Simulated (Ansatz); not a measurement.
A relaxed structure of ZnSiP2 is spoiled in several ways and relaxed again each time (noise and exchanges are one random draw each; squeezed and stretched starts keep its symmetry, which their runs cannot lower; pressure is positive under compression). These are PBEsol (plane waves to 420 eV, PAW, scalar-relativistic; Ansatz, a first-principles code) values and carry that method's errors.

Space group I-42d (No. 122); a = b = 5.3533 Å, c = 10.4448 Å, α = β = γ = 90.00°

| atom | site | symmetry | x | y | z |
|---|---|---|---|---|---|
| Zn | 4a | -4.. | 0.0000 | 0.0000 | 0.0000 |
| Si | 4b | -4.. | 0.0000 | 0.0000 | 0.5000 |
| P | 8d | .2. | 0.2500 | 0.2355 | 0.3750 |
(The calculation used a cell of 8 atoms; values per cell refer to that cell.)

```tsv
change	first pressure (GPa)	largest first force (eV/Å)	released (eV/atom)	moves	outcome	final group	E − E(parent) (eV/atom)
with every coordinate shifted by Gaussian noise of σ = 0.45 Å	23.7	12.25	1.50	8	returns to the parent	I-42d	0.000
squeezed uniformly to 70 % of its volume	…	1.20	…	9	…	…	…
with one Zn and one P atom exchanged in a cell of 8 atoms	1.5	1.09	0.15	28	trapped higher	P1	+0.227
```

Fill in the missing entries.


- squeezed uniformly to 70 % of its volume, first pressure (GPa): 72.3
- squeezed uniformly to 70 % of its volume, released (eV/atom): 0.93
- squeezed uniformly to 70 % of its volume, outcome: returns to the parent
- squeezed uniformly to 70 % of its volume, final group: I-42d
- squeezed uniformly to 70 % of its volume, E − E(parent) (eV/atom): 0.000

First-step values come from each run's starting, coarser k-mesh (5×5×6, 7×7×7). The runs use different k-meshes, so differences are rounded accordingly. No spin polarisation in the result.
